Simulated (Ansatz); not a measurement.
SrHI single point

input.yaml (Ansatz 0.2.0)

```yaml
crystal:
  lattice:
    - [4.377576, 0.0, 0.0]
    - [0.0, 4.377576, 0.0]
    - [0.0, 0.0, 8.462712]
  atoms:
    - { symbol: Sr, position: [0.0, 0.5, 0.2] }
    - { symbol: Sr, position: [0.5, 0.0, 0.8] }
    - { symbol: H, position: [0.0, 0.0, 0.0] }
    - { symbol: H, position: [0.5, 0.5, 0.0] }
    - { symbol: I, position: [0.0, 0.5, 0.7] }
    - { symbol: I, position: [0.5, 0.0, 0.3] }
  symmetry: { tolerance: 0.0003 }
kpoints:
  mp_grid: { grid: [6, 6, 3], shift: [0, 0, 0] }
  band_path:
    path:
      - [0.0, 0.0, 0.0]
      - [0.0, 0.5, 0.0]
      - [0.5, 0.5, 0.0]
      - [0.0, 0.0, 0.0]
      - [0.0, 0.0, 0.5]
      - [0.0, 0.5, 0.5]
      - [0.5, 0.5, 0.5]
      - [0.0, 0.0, 0.5]
      - [0.0, 0.5, 0.0]
      - [0.0, 0.5, 0.5]
      - [0.5, 0.5, 0.0]
    npoints: 7
magnetization:
  spin_polarized: false
scf:
  occupations: { method: fermi_dirac }
  lower_state_search: "off"
  max_iter: 200
hamiltonian:
  pseudopotentials: { kind: paw }
  xc: r2scan
basis:
  ecutwfc: 500
  fft_grid_basis: typed
output:
  forces: true
  stress: true
  eigenvalues: true
  bader: true
  populations: true
  elf: true
  write_potential: true
  volumetric_format: npy
  dos:
    e_range: [-12, 8]
    de: 0.05
    projected: { site_lists: { H: [H], I: [I], Sr: [Sr] } }
checkpoint:
  read: saved_state
```

Launched with:

```sh
ansatz run input.yaml --threads 1 --pin off --max-ram 2560MiB --backend cpu --events-out ev --progress --plain --runs-dir out
```

The saved state is an earlier solution for the same cell, perhaps on another mesh. 

Excerpt of what it printed:

```
Pseudopotentials: kind: paw
Pseudopotential: Sr, paw, valence charge 10, recommended cutoff 500 eV (meta_gga), Sr.paw.azcp
Pseudopotential: H, paw, valence charge 1, recommended cutoff 500 eV (meta_gga), H.paw.azcp
Pseudopotential: I, paw, valence charge 17, recommended cutoff 500 eV (meta_gga), I.paw.azcp
Functional definition: r2SCAN
  exchange = r2scan_x(k0 = k0, k1 = k1, a1 = a1)
  correlation = r2scan_c
Crystal: 6 atoms, lattice volume = 162.172 Å³
Basis set: ecut = 500 eV, 4111 PW (Γ), exchange–correlation on 128×128×256 points (64 copies of the dense FFT grid, shifted against one another)
Bands: 34, of which v1, the nominal top of the filled ones, is band 28 counted from 1 (27 counted from 0)
Symmetry: 16 space group operations
Space group: P4/nmm (ITA 129), of the structure as read, at distance tolerance 1.6e-3 Å
k-points: 20 of 108
Initial density: read from a saved state, or passed on in memory by an earlier SCF of this step, an earlier step, the calling program or the single point that the run made first
Functional: x = r2scan, c = r2scan; τ floored in thin density (d = 2e-4 eV/Å³)
SCF iter   1: F=-22205.2583 eV  Δρ=4.59e-4  dr2=2.61e-4  dr2_τ=1.53e-4
SCF iter   2: F=-22205.2584 eV  Δρ=2.42e-4  dr2=7.70e-5  dr2_τ=2.07e-5
SCF iter   3: F=-22205.2586 eV  Δρ=3.79e-5  dr2=2.53e-6  dr2_τ=1.51e-7
SCF iter   4: F=-22205.2586 eV  Δρ=8.31e-6  dr2=1.04e-7  dr2_τ=2.81e-8
SCF iter   5: F=-22205.2586 eV  Δρ=2.27e-6  dr2=5.75e-9  dr2_τ=1.59e-9
Free energy (F): -22205.2586 eV
Harris-Foulkes:  -22205.2586 eV  (|F-HF|=9.19e-9)
Internal energy: -22205.2586 eV  (E = F + TS)
E sigma→0 (E₀):  -22205.2586 eV
Entropy (-TS):    0.0000 eV (-0.000 meV/atom)
Fermi energy:    7.1391 eV
--- Forces (eV/Å), atoms counted from 1 ---
  atom   1  Sr     0.0000     0.0000    -1.8321
  atom   2  Sr     0.0000     0.0000     1.8321
  atom   3  H      0.0000     0.0000     0.0000
  atom   4  H      0.0000     0.0000     0.0000
  atom   5  I      0.0000     0.0000    -1.1829
  atom   6  I      0.0000     0.0000     1.1829
--- Stress (GPa, compression-positive) ---
        2.4384       0.0000       0.0000
        0.0000       2.4384       0.0000
        0.0000       0.0000      -2.1084
  P = ⅓ Tr σ = 0.9228 GPa (9.228 kbar)
```

Absolute energies hang on the potentials; compare differences alone.

Origin: a database entry at a rescaled volume. Caveats: atoms or cell far from equilibrium.

It took 45 s on 1 thread of Arm Neoverse V2, with other jobs on the host, peak memory 0.71 GiB, starting from a saved density.
